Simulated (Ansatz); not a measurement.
GaAs:
Space group P6₃/mmc (No. 194); a = b = 3.743 Å, c = 6.303 Å, α = β = 90.00°, γ = 120.00°

```csv
atom,site,symmetry,x,y,z
Ga,2a,-3m.,0.0000,0.0000,0.0000
As,2c,-6m2,0.3333,0.6667,0.2500
```

This is the r²SCAN-relaxed structure.

All from r²SCAN (plane waves, PAW; program Ansatz), unless another level is named. Give the electronic character.

metallic (no gap).

Next, the density of states at the Fermi level?

0.37 states/eV per atom (mean over ±0.08 eV).

Predict the gap with spin–orbit coupling.

none (metallic).

Space group P6_3/mmc (NiAs type). The start of the workflow was typed in or built on a structure type; neither database checked (COD, Materials Project) lists it. It is not the phase usual at ambient conditions (space group No. 216). The r²SCAN relaxation kept the symmetry of its start; whether a distortion lowers the energy is not shown. Spin–orbit coupling is left out wherever it is not named.

Potentials: the later of the program's two PAW sets.
